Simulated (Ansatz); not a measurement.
Stress against strain in Ta

```yaml
crystal:
  lattice:
    - [0.00000, 2.11000, 2.11000]
    - [2.11000, 0.00000, 2.11000]
    - [2.11000, 2.11000, 0.00000]
  atoms:
    - { symbol: Ta, position: [0.00000, 0.00000, 0.00000] }
```

The cell comes from COD entry 1534932, which wasn't checked; take it as a given geometry.

Spin–orbit coupling is left out, though it moves levels of the heavy atoms by tenths of an eV or more.

The calculation used Ansatz 0.2.0, DFT, PBEsol, all-electron LAPW, scalar-relativistic.

Numerical set-up: a Γ-centred 15×15×15 k mesh, Fermi–Dirac smearing of 0.08 eV, basis error target 0.5 meV/atom, no spin polarisation.

The strain is applied along the Cartesian axes of the cell as listed (the other components stay zero). Fractional coordinates are held (clamped ions).

σ is the change of stress from the unstrained cell, which is at -5.83 GPa; tension is positive, so slopes are stress–strain coefficients at that pressure. In a metal the k mesh adds noise.

Only quantities that a quadratic follows smoothly over the whole series are listed; rougher ones are left out.

| εxx = εyy | σzz (GPa) | σxx (GPa) |
| --- | --- | --- |
| -0.0300 | -15.69 | -9.96 |
| -0.0100 | -4.71 | -3.16 |
| 0.0000 | 0.00 | 0.00 |
| 0.0100 | 4.29 | 2.97 |
| 0.0200 | 8.25 | 5.72 |
| 0.0300 | 11.87 | 8.29 |

(1) Fit the series and read off the stiffness at zero strain.

(2) One run, at εxx = εyy = -0.0200, is withheld. Predict its row.

Results:

(1) Least-squares fits y = p0 + p1 x + p2 x² to the rows give σzz (GPa): p1 = 458, p2 = -2100; σxx (GPa): p1 = 304, p2 = -930. So 2 C12 = 458 GPa and C11 + C12 = 304 GPa.

(2) The fits give -10.02, -6.46; the run gave -9.94, -6.48.
